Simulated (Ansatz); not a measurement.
Magnetic states of cobalt, A15

Level of theory: Ansatz, DFT, BLYP, plane waves (420 eV) with PAW, scalar-relativistic. (PAW data from PBE, frozen cores regenerated.)

Each start was relaxed and then solved on a dense mesh, with Fermi-Dirac smearing of 0.05 eV (0.1 eV in a metal without spin) extrapolated to zero. Rows within 2 meV/atom of each other tie.

Question: Where does each start end, and how do the energies compare? Starts: non-magnetic; ferromagnetic.

Answer: 
| start | ends | ΔE (meV/atom) | V (Å³/atom) |
| --- | --- | --- | --- |
| ferromagnetic | ferromagnetic, net 1.69 μB per atom | 0.0 | 11.64 |
| non-magnetic | spin not included | 309.6 | 11.11 |
